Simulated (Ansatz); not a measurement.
## Property card for HfO$_{2}$

HfO$_{2}$:
Space group Fm-3m (No. 225); a = b = c = 5.0590 Å, α = β = γ = 90.00°

```json
[
 {"atom": "Hf", "site": "4a", "symmetry": "m-3m", "x": "0.0000", "y": "0.0000", "z": "0.0000"},
 {"atom": "O", "site": "8c", "symmetry": "-43m", "x": "0.2500", "y": "0.2500", "z": "0.2500"}
]
```
(The calculation used a cell of 3 atoms; values per cell refer to that cell.)

Space group Fm-3m (No. 225), fluorite; conventional cell a = b = c = 5.059 Å, α = β = γ = 90.00°.

Method: r²SCAN in the plane-wave PAW code Ansatz. The cell and atoms are relaxed at this level. Other levels are named where they apply.

Cell and energy:

```yaml
volume_per_atom: 10.79 Å³
density: 10.80 g/cm³
Formation energy from the elements (no fitted shifts): -3687 meV/atom
```

Electronic structure:

```yaml
band_gap: 4.30 eV (direct)
valence_band_maximum: at X
conduction_band_minimum: at X (3 equivalent valleys)
electron_effective_mass: 0.76, 0.76, 1.2 mₑ (principal values)
Electron effective mass with spin–orbit coupling: 0.77, 0.77, 1.2 mₑ (principal values)
hole_effective_mass: 0.28, 2.9, 2.9 mₑ (principal values)
Hole effective mass with spin–orbit coupling: 0.28, 2.9, 2.9 mₑ (principal values)
HSE06 gap on the r²SCAN cell: 5.41 eV
Gap with spin–orbit coupling: 4.30 eV
```

Mechanics:

```yaml
Bulk modulus (Birch–Murnaghan fit): 271 GPa
Pressure derivative B′: 4.2
Elastic constants (relaxed ions, GPa): C11 = 599, C12 = 107, C44 = 74.0
mechanical_stability: stable (all eigenvalues of C positive)
hill_bulk_and_shear_moduli: 271 and 123 GPa
Young's modulus: 320 GPa
Poisson's ratio: 0.30
debye_temperature_from_the_elastic_constants: 508 K
```

Dielectric response:

```yaml
Electronic dielectric constant ε∞ (DFPT): 4.91
Static dielectric constant ε0 (ions relaxed, cell fixed): 35.0
Born charges (a third of the trace): Hf +5.51, O -2.75 e
```

Phonons:

```yaml
Highest zone-centre frequency (without LO–TO term): 73.5 meV
zone_centre_stability: no imaginary mode at Γ
dynamical_stability_on_the_path: unstable, down to 180i cm⁻¹
```

Charges:

```yaml
bader_charges: Hf +2.77, O -1.39 e
```

This is a known high-temperature phase of the composition, computed here at zero pressure and temperature. The cell was relaxed with r²SCAN under the symmetry of its start. The run is not spin-polarised. The references are the lowest solids computed at this level, not always the standard phases (solids in place of the gases). Spin–orbit coupling is left out wherever it is not named.

Potentials: the earlier of the program's two PAW sets. The files were generated under PBE; for other functionals the program regenerates the frozen cores, and for LDA and PBEsol the local potential too.
